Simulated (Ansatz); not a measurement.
Values for one crystal, relaxed and computed with PBEsol in the plane-wave PAW code Ansatz; other levels are named.

- Volume per atom: 30.18 Å³
- Electronic character: metallic (no gap)
- Highest zone-centre frequency: 177 cm⁻¹
- Density of states at the Fermi level: 0.18 states/eV per atom (mean over ±0.08 eV)
- Zone-centre stability: no imaginary mode at Γ

**Question.** Which of these materials gives this?
A. Ta, fcc (Cu type)
B. W, Fd-3m (W on 8a, W on 16d)
C. Sn, R-3 (Sn on 18f, Sn on 6c)
D. Zn, hcp (Mg type)

**Answer.** C, Sn, R-3 (Sn on 18f, Sn on 6c)

The start of the workflow was typed in or built on a structure type; neither database checked (COD, Materials Project) lists it. It is not the phase usual at ambient conditions (space group No. 141). The cell was relaxed with PBEsol under the symmetry of its start. The volume moved by -18 % from the start of the relaxation. As this level gives no gap, phonon frequencies hold no LO–TO term and depend on the k-mesh and smearing (Fermi–Dirac, 0.1 eV here). Scalar-relativistic: spin–orbit coupling is off unless named, which matters more the heavier the elements.

Potentials: the earlier of the program's two PAW sets. The files were generated under PBE; for other functionals the program regenerates the frozen cores, and for LDA and PBEsol the local potential too.
